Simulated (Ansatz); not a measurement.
CO₂:
```
CELL_PARAMETERS angstrom
      4.27146     0.00000     0.00000
      0.00000     4.27146     0.00000
      0.00000     0.00000     4.61451
ATOMIC_POSITIONS crystal
  C  0.50000 0.50000 0.50000
  C  0.00000 0.00000 0.00000
  O  0.30797 0.69203 0.50000
  O  0.69203 0.30797 0.50000
  O  0.80797 0.80797 0.00000
  O  0.19203 0.19203 0.00000
```

Relaxed with r²SCAN+D4. Special points in fractions of this cell's reciprocal vectors: Γ (0.000, 0.000, 0.000); X (0.000, 0.500, 0.000); M (0.500, 0.500, 0.000); Z (0.000, 0.000, 0.500); R (0.000, 0.500, 0.500); A (0.500, 0.500, 0.500).

Question: List the band energies nearest the valence-band maximum at these points for plane-wave PAW r²SCAN+D4 (Ansatz code).

Answer: In eV from the valence-band maximum; about four levels below and three above (degenerate sets whole), none deeper than 8.9 eV; points with the same levels are listed once.

| k | below | above |
|---|---|---|
| Γ | -1.35 -0.46 -0.44 -0.44 | 7.29 8.35 8.78 8.78 |
| X | -0.49 -0.49 -0.45 -0.45 | 8.95 8.95 9.09 9.09 |
| M | -0.62 -0.62 0.00 0.00 | 9.14 9.14 9.22 9.22 |
| Z | -0.92 -0.92 -0.45 -0.45 | 8.76 8.76 8.93 8.93 |
| R | -0.85 -0.85 -0.23 -0.23 | 8.81 8.81 9.36 9.36 |
| A | -0.47 -0.47 0.00 0.00 | 8.57 8.57 9.23 9.23 |

Space group P4_2/mnm. The workflow started from a Materials Project entry (that database holds measured and hypothetical structures alike); the Crystallography Open Database copy checked does not list it. COD files the formula under space group No. 122, 205. The cell was relaxed with r²SCAN+D4 under the symmetry of its start; its stability against distortions is not shown here. The substance is a gas or liquid at ambient conditions.

Potentials: the later of the program's two PAW sets.
